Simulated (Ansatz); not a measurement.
**LiMg: how the free axis answers a strain**

LiMg, Pm-3m, a = 3.431 Å. The structure is a Materials Project entry; whether it is the stable form wasn't checked. Ansatz: r2SCAN, PAW, 500 eV, Γ-centred 12×12×12 mesh on 2 atoms, Gaussian smearing 0.10 eV; no spin polarisation. Series: biaxial strain in the a-b plane, c and atoms relaxed; x is the strain in per cent. y is the change of c in per cent of 3.430 Å.

| x (%) | y (%) |
| --- | --- |
| -6.0 | ? |
| -4.0 | 6.49 |
| -2.0 | 3.13 |
| 0.0 | 0.00 |
| 2.0 | -2.56 |
| 4.0 | -4.36 |
| 6.0 | -5.02 |

**Question.** Fit y = c1 x + c2 x² to the other rows, say what c1 measures, and predict the missing y.

**Answer.** Least squares on the rows shown. y = −1.342 x + 0.07906 x². With no stress along c, c1 = −2C12/C11 = -1.342. With a term in x³ added, the coefficient of x becomes -1.448, 8 % more, which shows how far this figure hangs on the form. At x = -6.0 the fit asked for gives 10.90 %. The run gave 13.56 %, so the fit is 2.66 % too low, 14 % of the span of the series, against an rms of 0.19 % on the fitted rows. The row lies outside the fitted range. With a term in x³ added, a fit to the same known rows predicts 9.84 %, further off still.